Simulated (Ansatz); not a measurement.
A distorted cell of SbO₂ (space group C2/c):

```xyz
12
Lattice="6.1325 -2.4748 0.0000 6.1325 2.4748 0.0000 -1.3967 0.0000 5.3157" Properties=species:S:1:pos:R:3 pbc="T T T"
Sb     5.0849     1.0335     3.9867
Sb     5.7833    -1.0335     1.3289
Sb     3.0662     1.2374     0.0000
Sb     2.3679    -1.2374     2.6578
O      4.9345     0.4372     0.1794
O      5.9337    -0.4372     5.1362
O      6.6321     0.4372     2.4784
O      4.2361    -0.4372     2.8373
O      8.7934     0.2015     4.3397
O      2.0748    -0.2015     0.9759
O      1.3764     0.2015     3.6337
O      9.4918    -0.2015     1.6819
```

Computed with PBEsol (plane waves to 420 eV, PAW, scalar-relativistic; Ansatz, an electronic-structure program). k mesh 6×6×5 (Γ-centred), Fermi-Dirac smearing 0.05 eV. The energy includes the smearing's −TS. Stress and pressure are positive under compression. SbO2 was relaxed with its symmetry unable to fall. Spin-orbit coupling is left out, though Sb is heavy. This is one of several known forms of SbO2; the measured ambient cells at hand have space group No. 33.

### Question
Give the stress tensor in GPa and the pressure.

### Answer
```
   -5.2      0.0      1.4
    0.0     -4.3      0.0
    1.4      0.0     -3.9
```
The pressure, a third of the trace, is -4.5 GPa.

### Question
It is the relaxed cell scaled evenly to V/V₀ = 1.050, atoms relaxed where free. What is its energy relative to the relaxed cell?

### Answer
9.4 meV/atom.

(A scan under strain: stresses follow from slopes of the energy per volume, elastic moduli from its curvatures.)
